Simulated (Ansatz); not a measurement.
Relaxation of a randomly generated symmetric cell of Ni (space group No. 227); 4 atoms in the cell, which starts as Fd-3m, origin choice 1 (No. 227), cF16; a = 5.7868 Å, b = 5.7868 Å, c = 5.7868 Å, α = 90.00°, β = 90.00°, γ = 90.00°. All values below come from r2SCAN (plane waves to 500 eV, PAW, scalar-relativistic; Ansatz, a first-principles code). Γ-centred k-mesh 10×10×10 on the run's cell (coarser than for final values), Fermi–Dirac smearing 0.05 eV. This is the first round of the run. Spin-polarised start, with parallel moments on Ni.

The optimiser's lines from the output (shortened; P is positive under compression):

```
relax step   1: F+E_penalty+E_count = -23372.74173850 eV  Δ(F+E_penalty+E_count) = +0.000e0 eV  max|allowed force component| = 1.283e-28 eV/Å  Δτ_max = 0.0000 Å  P = +75.475 GPa  Ω = 48.447 Å³  (24 SCF iters, dr2 threshold 1.00e-7 eV, accepted)
relax step   2: F+E_penalty+E_count = -23375.18222307 eV  Δ(F+E_penalty+E_count) = -2.440e0 eV  max|allowed force component| = 6.271e-29 eV/Å  Δτ_max = 0.0000 Å  P = +34.025 GPa  Ω = 55.883 Å³  (17 SCF iters, dr2 threshold 4.00e-7 eV, accepted)
relax step   3: F+E_penalty+E_count = -23376.24952531 eV  Δ(F+E_penalty+E_count) = -1.067e0 eV  max|allowed force component| = 2.493e-28 eV/Å  Δτ_max = 0.0000 Å  P = +11.163 GPa  Ω = 63.903 Å³  (14 SCF iters, dr2 threshold 4.00e-7 eV, accepted)
relax step   4: F+E_penalty+E_count = -23376.44289693 eV  Δ(F+E_penalty+E_count) = -1.934e-1 eV  max|allowed force component| = 1.930e-28 eV/Å  Δτ_max = 0.0000 Å  P = +2.528 GPa  Ω = 68.708 Å³  (14 SCF iters, dr2 threshold 4.00e-7 eV, accepted)
relax step   5: F+E_penalty+E_count = -23376.45577258 eV  Δ(F+E_penalty+E_count) = -1.288e-2 eV  max|allowed force component| = 7.678e-29 eV/Å  Δτ_max = 0.0000 Å  P = +0.155 GPa  Ω = 70.431 Å³  (11 SCF iters, dr2 threshold 4.00e-7 eV, accepted)
relax step   6: F+E_penalty+E_count = -23376.45574457 eV  Δ(F+E_penalty+E_count) = +2.802e-5 eV  max|allowed force component| = 1.136e-28 eV/Å  Δτ_max = 0.0000 Å  P = -0.000 GPa  Ω = 70.551 Å³  (9 SCF iters, dr2 threshold 5.97e-8 eV, accepted)
relax step   7: F+E_penalty+E_count = -23376.48508698 eV  Δ(F+E_penalty+E_count) = -2.934e-2 eV  max|allowed force component| = 9.782e-29 eV/Å  Δτ_max = 0.0000 Å  P = +0.045 GPa  Ω = 70.551 Å³  stress off target by 4.52e-2 GPa  SCF on the basis re-selected at this cell (its energy is not comparable with the rows above)  (19 SCF iters)
relax step   8: F+E_penalty+E_count = -23376.48506610 eV  Δ(F+E_penalty+E_count) = +2.087e-5 eV  max|allowed force component| = 3.602e-29 eV/Å  Δτ_max = 0.0000 Å  P = +0.001 GPa  Ω = 70.586 Å³  (9 SCF iters, dr2 threshold 5.11e-9 eV, accepted)
relax step   9: F+E_penalty+E_count = -23376.48507603 eV  Δ(F+E_penalty+E_count) = -9.929e-6 eV  max|allowed force component| = 6.784e-29 eV/Å  Δτ_max = 0.0000 Å  P = +0.001 GPa  Ω = 70.586 Å³  stress off target by 1.06e-3 GPa  SCF on the basis re-selected at this cell (its energy is not comparable with the rows above)  (18 SCF iters)
```

From the first to the last row the energy changes by -0.94 eV/atom and the volume by +45.7 %. The last row is marked as not comparable with the walk above it, whose basis was carried along; it does compare with step 1, since both stand on a basis selected at the nominal cutoff for their own cell.

Energy and pressure jump between steps 6 and 7 at one geometry, where the plane-wave basis was selected anew. While the cell walks, the set of plane waves is carried along, so its effective cutoff drifts with the strain; re-selecting it at 500 eV moved the energy by -0.007 eV/atom and the pressure by 0.0 GPa. Only step 1 and rows on a re-selected basis compare with each other.

Later rounds, restarted from the end of this one on a renewed k-mesh, logged 8 more steps and released under 0.01 eV/atom more. The final structure after all rounds: Fd-3m, origin choice 1 (No. 227), cF16; a = 6.560 Å, b = 6.560 Å, c = 6.560 Å, α = 90.00°, β = 90.00°, γ = 90.00°. Between re-selections the logged energies stand on a plane-wave basis carried along with the cell. Spin state reached: ferromagnetic (net 0.88 μB/atom), from parallel starting moments; other spin orders were not run from this start. r2SCAN tends to overstate moments in metals. The program's look for a lower electronic state was skipped, cut short or left open in this run.

The run could not lose the symmetry of its start: the end is stationary, and may be a saddle point rather than a minimum.

All atoms sit on sites fixed by symmetry, so only the cell could relax.

The relaxed structure here is a generated cell of Ni: the first start was made by a random draw of sites in a space group, and the end was not matched to a known phase here, so it may be hypothetical. Known forms of Ni include space group No. 225.
